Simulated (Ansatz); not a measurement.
Given:

AlPt3:
```yaml
crystal:
  lattice:
    - [-2.72740, 2.72740, 3.91411]
    - [2.72740, -2.72740, 3.91411]
    - [2.72740, 2.72740, -3.91411]
  atoms:
    - { symbol: Al, position: [0.75000, 0.25000, 0.50000] }
    - { symbol: Al, position: [0.25000, 0.75000, 0.50000] }
    - { symbol: Pt, position: [0.75000, 0.75000, 0.00000] }
    - { symbol: Pt, position: [0.25000, 0.25000, 0.00000] }
    - { symbol: Pt, position: [0.21731, 0.71731, 0.93463] }
    - { symbol: Pt, position: [0.78269, 0.28269, 0.06537] }
    - { symbol: Pt, position: [0.71731, 0.78269, 0.50000] }
    - { symbol: Pt, position: [0.28269, 0.21731, 0.50000] }
```

This is the PBEsol-relaxed structure. Cartesian axes are those of the cell as given.

Q: All from PBEsol in the plane-wave PAW code Ansatz, unless another level is named. Predict the Debye temperature from the elastic constants.

A: 303 K.

Q: Give the highest zone-centre frequency.

A: 36.0 meV.

Q: And the elastic constants (relaxed ions, GPa)?

A: C11 = 395, C12 = 146, C13 = 207, C33 = 324, C44 = 114, C66 = 47.6.

Space group I4/mcm. The first step of the workflow began from a Materials Project structure, measured or hypothetical; the Crystallography Open Database copy checked does not list it. Whether it is the stable phase at ambient conditions was not checked. Symmetry was held in the PBEsol relaxation; its stability against distortions is not shown here. The run is not spin-polarised. As this level gives no gap, shear constants depend on the k-mesh and smearing (Fermi–Dirac, 0.1 eV here). Scalar-relativistic: spin–orbit coupling is off unless named, which matters more the heavier the elements.

Potentials: the later of the program's two PAW sets.
